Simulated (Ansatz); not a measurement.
## Harmonic thermodynamics of Al$_{6}$NiPd$_{5}$

Method: DFT PBE, scalar-relativistic, plane waves, PAW (Ansatz 0.2.0). Cutoff 420 eV, 10×10×4 k-points (Γ-centred), Fermi-Dirac smearing of 0.15 eV. No spin polarisation. Phonons by linear response, acoustic sum rule imposed.

The cell, relaxed at this level:
Space group P4/mmm (No. 123). a = 4.305 Å, b = 4.305 Å, c = 9.187 Å, α = 90.00°, β = 90.00°, γ = 90.00°
```tsv
atom	site	symmetry	x	y	z
Al	4i	2mm.	0.0000	0.5000	0.6594
Al	2f	mmm.	0.0000	0.5000	0.0000
Ni	1b	4/mmm	0.0000	0.0000	0.5000
Pd	2g	4mm	0.0000	0.0000	0.8278
Pd	2h	4mm	0.5000	0.5000	0.8324
Pd	1d	4/mmm	0.5000	0.5000	0.5000
```

It was reached by relaxing an invented guess, and it needn't be the stable form of this composition. In a metal, frequencies and elastic constants depend on the k mesh and the smearing, soft modes and shear constants most. Some empty bands missed the eigensolver's threshold. The q mesh is coarse, so values between its points are rough.

Force constants from linear response on a 2×2×1 q mesh, interpolated to a fine mesh.

Phonon density of states, in bins of 5 cm⁻¹:
| bin centre (cm⁻¹) | share of modes (%) |
| --- | --- |
| 2.5 | 0.0 |
| 7.5 | 0.0 |
| 12.5 | 0.0 |
| 17.5 | 0.0 |
| 22.5 | 0.1 |
| 27.5 | 0.1 |
| 32.5 | 0.1 |
| 37.5 | 0.2 |
| 42.5 | 0.3 |
| 47.5 | 0.4 |
| 52.5 | 0.5 |
| 57.5 | 0.8 |
| 62.5 | 2.5 |
| 67.5 | 1.5 |
| 72.5 | 1.5 |
| 77.5 | 3.1 |
| 82.5 | 4.0 |
| 87.5 | 4.7 |
| 92.5 | 5.6 |
| 97.5 | 3.5 |
| 102.5 | 2.8 |
| 107.5 | 3.8 |
| 112.5 | 4.3 |
| 117.5 | 3.1 |
| 122.5 | 2.7 |
| 127.5 | 2.2 |
| 132.5 | 1.1 |
| 137.5 | 0.5 |
| 142.5 | 0.3 |
| 147.5 | 0.2 |
| 152.5 | 0.1 |
| 157.5 | 0.0 |
| 162.5 | 0.0 |
| 167.5 | 0.0 |
| 172.5 | 0.0 |
| 177.5 | 0.0 |
| 182.5 | 0.0 |
| 187.5 | 0.0 |
| 192.5 | 0.0 |
| 197.5 | 0.0 |
| 202.5 | 0.0 |
| 207.5 | 0.3 |
| 212.5 | 0.6 |
| 217.5 | 1.0 |
| 222.5 | 2.4 |
| 227.5 | 3.4 |
| 232.5 | 4.1 |
| 237.5 | 2.9 |
| 242.5 | 2.7 |
| 247.5 | 2.4 |
| 252.5 | 2.4 |
| 257.5 | 2.6 |
| 262.5 | 2.6 |
| 267.5 | 2.9 |
| 272.5 | 2.4 |
| 277.5 | 2.3 |
| 282.5 | 3.5 |
| 287.5 | 3.7 |
| 292.5 | 2.3 |
| 297.5 | 2.0 |
| 302.5 | 1.1 |
| 307.5 | 0.9 |
| 312.5 | 0.6 |
| 317.5 | 0.4 |
| 322.5 | 0.3 |
| 327.5 | 0.2 |
| 332.5 | 0.1 |
| 337.5 | 0.0 |

Question: How much zero-point energy does an atom carry?

Answer: 33.2 meV.

Question: How large are the vibrational entropy and heat capacity at 300 K?

Answer: S = 3.99 k_B and C_V = 2.79 k_B per atom, 93 % of the Dulong–Petit value.

Question: Tabulate them against temperature.

Answer:
```tsv
T (K)	F_vib (meV/atom)	S (k_B/atom)	C_V (k_B/atom)
100	28.7	1.36	1.80
200	10.0	2.90	2.57
300	-20.0	3.99	2.79
400	-58.1	4.81	2.88
500	-102.4	5.46	2.92
600	-151.8	5.99	2.94
700	-205.5	6.45	2.96
800	-262.8	6.84	2.97
900	-323.3	7.19	2.97
1000	-386.6	7.51	2.98
```
